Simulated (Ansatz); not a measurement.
HfO₂:
```xyz
12
Lattice="5.1269 0.0000 0.0000 0.0000 5.1745 0.0000 -0.8806 0.0000 5.2278" Properties=species:S:1:pos:R:3 pbc="T T T"
Hf     1.2297     0.2148     1.0863
Hf     3.4568     2.8021     1.5276
Hf     3.0165     4.9597     4.1415
Hf     0.7894     2.3725     3.7001
O      0.0444     1.7079     1.8178
O      4.6422     4.2952     0.7960
O      4.2019     3.4666     3.4099
O     -0.3959     0.8793     4.4317
O      1.8849     3.9180     2.4994
O      2.8016     1.3308     0.1145
O      2.3613     1.2565     2.7284
O      1.4446     3.8437     5.1133
```

Relaxed with HSE06. Special points in fractions of this cell's reciprocal vectors: Γ (0.000, 0.000, 0.000); Z (0.000, 0.500, 0.000); D (0.000, 0.500, 0.500); B (0.000, 0.000, 0.500); A (-0.500, 0.000, 0.500); E (-0.500, 0.500, 0.500); C2 (-0.500, 0.500, 0.000); Y2 (-0.500, 0.000, 0.000).

List the band energies nearest the valence-band maximum at these points for DFT-HSE06 in the program Ansatz with PAW potentials.

In eV from the valence-band maximum; about four levels below and three above (degenerate sets whole), none deeper than 8.9 eV; points with the same levels are listed once.

| k | below | above |
|---|---|---|
| Γ | -0.56 -0.53 -0.22 0.00 | 6.22 6.81 6.87 |
| Z | -0.87 -0.87 -0.49 -0.49 | 6.73 6.73 7.34 7.34 |
| D | -0.97 -0.97 -0.70 -0.70 | 6.68 6.68 6.86 6.86 |
| B | -0.90 -0.90 -0.54 -0.54 | 6.44 6.44 6.98 6.98 |
| A | -1.04 -1.04 -0.57 -0.57 | 6.04 6.04 7.26 7.26 |
| E | -1.11 -1.11 -0.79 -0.79 | 6.21 6.21 6.95 6.95 |
| C2 | -1.00 -1.00 -0.64 -0.64 | 6.40 6.40 6.98 6.98 |
| Y2 | -0.80 -0.58 -0.50 -0.09 | 5.72 6.83 6.89 |

Space group P2_1/c. The HSE06 relaxation kept the symmetry of its start. The run is not spin-polarised. The hybrid was solved on a coarse mesh, the path and, where they were found, the r²SCAN edge points; its band edges are the extreme levels among these. Scalar-relativistic: spin–orbit coupling is off unless named, which matters more the heavier the elements.

Potentials: the later of the program's two PAW sets.
